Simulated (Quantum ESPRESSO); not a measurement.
RbBr has the cubic space group Pm-3m (No. 221), the CsCl type structure, Pearson symbol cP2. Cell: a = b = c = 4.072 Å, α = β = γ = 90.00°. Br on 1b sees 8 Rb at 3.526 Å (cubic). Rb on 1a is surrounded by 8 Br at 3.526 Å (cubic). (Neighbours: up to the widest gap in distance over summed covalent radii, below 1.35, at either atom; cation-cation contacts left out.)

Cell and atoms were relaxed with PBEsol from Materials Project entry mp-23303, within its symmetry.

### Question
What does norm-conserving PBEsol (Quantum ESPRESSO, 46 Ry, no spin-orbit coupling) give for the electronic structure near the Fermi level?

### Answer
The PBEsol gap is indirect, 4.04 eV, from M to Γ; the smallest direct gap is 4.19 eV. Spin-orbit splittings are left out.

This is not the ordinary phase of the substance; no match was found in the copy of COD used, and its stability was not checked.
